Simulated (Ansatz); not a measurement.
Input, command and steps of an Ansatz relaxation.

```yaml
crystal:
  lattice:
    - [4.0907307234, 0.0, 0.0]
    - [0.0, 4.0907307234, 0.0]
    - [0.0, 0.0, 4.0907307234]
  atoms:
    - { symbol: Li, position: [0.0, 0.0, 0.0] }
    - { symbol: Sc, position: [0.0, 0.5, 0.5] }
    - { symbol: Sc, position: [0.5, 0.0, 0.5] }
    - { symbol: Sc, position: [0.5, 0.5, 0.0] }
basis:
  ecutwfc: 420
kpoints:
  mp_grid: { grid: [4, 4, 4] }
hamiltonian:
  xc: pbe
scf:
  occupations: { method: gaussian, width: 0.1 }
  lower_state_search: "off"
output:
  forces: true
  stress: true
  eigenvalues: true
relax:
  adjacent_minimum: "off"
  f_tol: 0.04
  max_steps: 70
  cell: { stress_tol: 0.4 }
```

```bash
ansatz run input.yaml --threads 1 --pin off --max-ram 2560MiB --backend cpu --events-out ev --progress --plain --runs-dir out
```

These are results of Ansatz, DFT PBE, scalar-relativistic, plane waves, PAW, not measurements.

Of 5 frames 5 are shown, positions in Å and forces in eV/Å; the SCF threshold varies from step to step. Steps run on the plane waves of an earlier cell, with a Pulay correction in the pressure. The basis is chosen afresh for the last frame, the zero of the energies, and at times for earlier ones too; energy and pressure step there, also at an unchanged geometry.

```xyz
4
Lattice="4.0907 0.0000 0.0000 0.0000 4.0907 0.0000 0.0000 0.0000 4.0907" Properties=species:S:1:pos:R:3:forces:R:3 pbc="T T T" step=1 free_energy_over_end_meV_per_atom=321.09 pressure_GPa=20.15
Li    0.0000    0.0000    0.0000    0.0000    0.0000    0.0000
Sc    0.0000    2.0454    2.0454    0.0000    0.0000    0.0000
Sc    2.0454    0.0000    2.0454    0.0000    0.0000    0.0000
Sc    2.0454    2.0454    0.0000    0.0000    0.0000    0.0000
4
Lattice="4.2902 0.0000 0.0000 0.0000 4.2902 0.0000 0.0000 0.0000 4.2902" Properties=species:S:1:pos:R:3:forces:R:3 pbc="T T T" step=2 free_energy_over_end_meV_per_atom=90.41 pressure_GPa=8.95
Li    0.0000    0.0000    0.0000    0.0000    0.0000    0.0000
Sc    0.0000    2.1451    2.1451    0.0000    0.0000    0.0000
Sc    2.1451    0.0000    2.1451    0.0000    0.0000    0.0000
Sc    2.1451    2.1451    0.0000    0.0000    0.0000    0.0000
4
Lattice="4.4806 0.0000 0.0000 0.0000 4.4806 0.0000 0.0000 0.0000 4.4806" Properties=species:S:1:pos:R:3:forces:R:3 pbc="T T T" step=3 free_energy_over_end_meV_per_atom=4.98 pressure_GPa=1.62
Li    0.0000    0.0000    0.0000    0.0000    0.0000    0.0000
Sc    0.0000    2.2403    2.2403    0.0000    0.0000    0.0000
Sc    2.2403    0.0000    2.2403    0.0000    0.0000    0.0000
Sc    2.2403    2.2403    0.0000    0.0000    0.0000    0.0000
4
Lattice="4.5273 0.0000 0.0000 0.0000 4.5273 0.0000 0.0000 0.0000 4.5273" Properties=species:S:1:pos:R:3:forces:R:3 pbc="T T T" step=4 free_energy_over_end_meV_per_atom=1.11 pressure_GPa=0.20
Li    0.0000    0.0000    0.0000    0.0000    0.0000    0.0000
Sc    0.0000    2.2636    2.2636    0.0000    0.0000    0.0000
Sc    2.2636    0.0000    2.2636    0.0000    0.0000    0.0000
Sc    2.2636    2.2636    0.0000    0.0000    0.0000    0.0000
4
Lattice="4.5273 0.0000 0.0000 0.0000 4.5273 0.0000 0.0000 0.0000 4.5273" Properties=species:S:1:pos:R:3:forces:R:3 pbc="T T T" step=5 free_energy_over_end_meV_per_atom=0.00 pressure_GPa=0.29
Li    0.0000    0.0000    0.0000    0.0000    0.0000    0.0000
Sc    0.0000    2.2636    2.2636    0.0000    0.0000    0.0000
Sc    2.2636    0.0000    2.2636    0.0000    0.0000    0.0000
Sc    2.2636    2.2636    0.0000    0.0000    0.0000    0.0000
```

The start puts this composition into another compound's structure type, which needn't suit it. The cell swells from 17.1 to 23.2 Å³ an atom, so the end can be far from any stable crystal. At the end the space group is Pm-3m (tolerance 0.05 Å).

It took 6.2 s on 1 thread of Arm Neoverse V2, with other jobs on the host, peak memory 0.34 GiB.

The k mesh is coarse.